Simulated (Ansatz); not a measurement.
# CdAu: zone-centre modes under pressure

CdAu, Pm-3m, a = 3.281 Å. The structure is a COD entry; whether it is the stable form wasn't checked. Ansatz: LDA, PAW, 420 eV, Γ-centred 12×12×12 mesh on 2 atoms, Fermi-Dirac smearing 0.15 eV; no spin polarisation. Cell and atoms are relaxed at each pressure with the symmetry kept; optical modes at Γ by linear response, in cm⁻¹, the highest.

```
P (GPa) V (Å³/atom)     ω1
      0       17.657  128.0
      3       17.283  136.5
     10       16.572      ?
```

Get the mode's Grüneisen parameter γ = −d ln ω/d ln V from the other rows and predict the missing frequency.

ln(V/V0) = 0.0000, -0.0214, -0.0634; a line through ln(ω/ω0) of the 2 known rows gives ω1: γ = 3.004, predicted 154.9, computed 153.2. The miss is 1.1 %: γ isn't constant over this range. In a metal these frequencies hang on the mesh and smearing.

The mesh isn't the same in all rows (12×12×12, 14×14×14). Spin–orbit coupling is left out, which can shift energies with elements as heavy as these.